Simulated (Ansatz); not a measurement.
Si:
Space group C2/m (No. 12); a = 13.8435 Å, b = 3.8475 Å, c = 6.3382 Å, α = γ = 90.00°, β = 96.79°

| atom | site | symmetry | x | y | z |
|---|---|---|---|---|---|
| Si | 4i | m | 0.0556 | 0.0000 | 0.8742 |
| Si | 4i | m | 0.4410 | 0.0000 | 0.3465 |
| Si | 4i | m | 0.2128 | 0.0000 | 0.0574 |
| Si | 4i | m | 0.2729 | 0.0000 | 0.4145 |
(The calculation used a cell of 8 atoms; values per cell refer to that cell.)

Relaxed with r²SCAN.

Question: Give the optical modes at the zone centre with their infrared activity from DFPT, r²SCAN in the plane-wave PAW code Ansatz.

Answer: Transverse frequencies, without the LO–TO term; a row sums one degenerate level.

```
ω (cm⁻¹)  degeneracy  IR ((D/Å)²/amu)     activity
--------  ----------  ---------------  -----------
100                1             0.01  IR-inactive
118                1             0.05           IR
139                1             0.01  IR-inactive
147                1             0.00  IR-inactive
190                1             0.10           IR
202                1             0.00  IR-inactive
304                1             0.00  IR-inactive
345                1             0.47           IR
348                1             0.00  IR-inactive
384                1             0.97           IR
410                1             0.49           IR
420                1             0.00  IR-inactive
443                1             0.00  IR-inactive
468                1             0.00  IR-inactive
468                1             0.00  IR-inactive
488                1             0.00  IR-inactive
490                1             0.00  IR-inactive
500                1             0.07           IR
509                1             0.00  IR-inactive
522                1             0.00  IR-inactive
542                1             0.00  IR-inactive
```

Question: How high does the top mode go among those that the LO–TO term moves?

Answer: 385 cm⁻¹ for q along z.

The workflow started from a Materials Project entry (that database holds measured and hypothetical structures alike); the Crystallography Open Database copy checked does not list it. It is not the phase usual at ambient conditions (space group No. 227). The cell was relaxed with r²SCAN under the symmetry of its start; of distortions, only those at the zone centre were tested.

Potentials: the later of the program's two PAW sets.
